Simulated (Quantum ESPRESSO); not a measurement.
Pt6MgOs, a curve over one atom's position

Simulated, not a measurement. The program is pw.x of Quantum ESPRESSO 7.5 (plane-wave density functional theory). The cell is made up: eight metal atoms on a face-centred cubic lattice, with elements, volume, strain and displacements drawn at random and not relaxed, so it may be unstable or far from any real phase. PseudoDojo standard norm-conserving files set the functional (PBE unless stated); there is no spin polarisation or spin-orbit coupling, the Fermi-Dirac width of 0.25 eV means electrons at about 2900 K, and the masses in the input are unused placeholders. Heavy elements are run without spin-orbit coupling, which real alloys of them have. A spin test at this wide smearing found no moment, but such smearing suppresses magnetism that the real alloy may have.

Seven runs move atom 2 (Pt, counted in the order of the input) along x and keep all else fixed.

Input of the run at +0.0083:

```
&control calculation='scf', pseudo_dir='./dojo.nc.sr.pbe.v0_5.standard.upf', outdir='./o', disk_io='minimal', tprnfor=.true., tstress=.true. /
&system ibrav=0, nat=8, ntyp=3, nbnd=84, ecutwfc=84.00895049, nosym=.true., tot_charge=0,
 occupations='smearing', smearing='fd', degauss=0.0183746611
/
&electrons conv_thr=1.470e-08, electron_maxstep=70, mixing_beta=0.5 /
ATOMIC_SPECIES
Mg 1.0 Mg.upf
Os 1.0 Os.upf
Pt 1.0 Pt.upf
CELL_PARAMETERS angstrom
0.0044 4.0419 4.0077
3.9795 0.0574 3.9546
4.0389 4.0484 -0.002
ATOMIC_POSITIONS angstrom
Pt 0.0436 0.0045 0.02
Pt 1.9849 2.0266 0.0
Mg 2.0473 0.0464 2.007
Os 4.0032 2.0929 1.9833
Pt 0.0452 1.9926 2.0349
Pt 2.0439 4.0893 2.0459
Pt 2.0226 2.0922 3.9639
Pt 4.0273 4.0645 3.988
K_POINTS automatic
5 5 5 1 1 1
```

```
shift of atom 2 along x (Å)  free energy less that of the input shown (eV)  Fx on atom 2 (eV/Å)  Fy on atom 2 (eV/Å)  Fz on atom 2 (eV/Å)  pressure (GPa)  iterations
                    -0.1459                                         0.1929                1.991                0.099                0.080           -5.36          15
                    -0.1151                                         0.1362                1.688                0.113                0.099           -5.73          15
                    -0.0972                                         0.1076                1.516                0.120                0.109           -5.92          15
                    -0.0556                                         0.0527                1.122                0.135                0.132           -6.28          15
                    +0.0083                                         0.0000                0.531                0.157                0.163           -6.63          15
                    +0.1112                                        -0.0064               -0.408                0.190                0.207           -6.66          15
```

Question: one run is left out of the table, at -0.0301. Estimate its Fx on atom 2 (eV/Å).

Answer: 0.885. The whole row:

```
shift of atom 2 along x (Å)  free energy less that of the input shown (eV)  Fx on atom 2 (eV/Å)  Fy on atom 2 (eV/Å)  Fz on atom 2 (eV/Å)  pressure (GPa)  iterations
                    -0.0301                                         0.0272                0.885                0.144                0.144           -6.45          15
```

A cubic fit gives dFx/dx = -9.17 eV/Å² at zero shift. Across the table the energy follows minus the integral of the force to 0.1 meV. A rerun of one of the cells at a higher cutoff and on a denser mesh moved values by no more than 0.017 eV in energy, 0.15 GPa in stress and 0.007 eV/Å in force, and a second program with other atomic files agreed on that cell to 2 % rms in force and 0.5 GPa in pressure.